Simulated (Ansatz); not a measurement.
LaSiO in space group P4/nmm (No. 129; La on 2c, Si on 2a, O on 2c) under volume change, the program Ansatz at the PBEsol level (PAW), shape and atoms relaxed at each volume.

```csv
V (Å³/atom),E − E(relaxed) (meV/atom),P (GPa)
15.773,59.3,13.27
16.293,24.8,8.10
16.813,5.9,3.71
17.333,0.0,0.00
17.853,5.2,-3.12
18.373,19.7,-5.72
18.893,41.9,-7.88
```

Problem. What does a third-order Birch–Murnaghan fit give for V₀, B₀ and B′?

Solution. V₀ = 17.33 Å³/atom, B₀ = 112 GPa, B′ = 4.7.

The start of the workflow was typed in or built on a structure type; neither database checked (COD, Materials Project) lists it. Whether it is the stable phase at ambient conditions was not checked. The PBEsol relaxation kept the symmetry of its start; whether a distortion lowers the energy is not shown. Spin–orbit coupling is left out wherever it is not named.

Potentials: the earlier of the program's two PAW sets. The files were generated under PBE; for other functionals the program regenerates the frozen cores, and for LDA and PBEsol the local potential too.
